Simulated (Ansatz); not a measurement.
TlBr:
```xyz
2
Lattice="3.8393 0.0000 0.0000 0.0000 3.8393 0.0000 0.0000 0.0000 3.8393" Properties=species:S:1:pos:R:3 pbc="T T T"
Tl     0.0000     0.0000     0.0000
Br     1.9197     1.9197     1.9197
```

Relaxed with LDA. Special points in fractions of this cell's reciprocal vectors: Γ (0.000, 0.000, 0.000); X (0.000, 0.500, 0.000); M (0.500, 0.500, 0.000); R (0.500, 0.500, 0.500).

Question: List the band energies nearest the valence-band maximum at these points for plane-wave PAW LDA (Ansatz code).

Answer: In eV from the valence-band maximum; about four levels below and three above (degenerate sets whole), none deeper than 8.9 eV; … stands for higher levels left out; points with the same levels are listed once.

| k | below | above |
|---|---|---|
| Γ | -5.09 -1.80 -1.80 -1.80 | 6.56 6.56 … |
| X | -6.36 -1.15 -1.15 0.00 | 1.36 5.55 5.55 |
| M | -4.14 -3.77 -3.77 -1.07 | 4.83 4.83 7.46 |
| R | -2.87 -2.47 -2.47 -2.47 | 1.49 1.49 1.49 |

Space group Pm-3m (CsCl type). The cell was relaxed with LDA under the symmetry of its start. Spin–orbit coupling is left out wherever it is not named.

Potentials: the later of the program's two PAW sets.
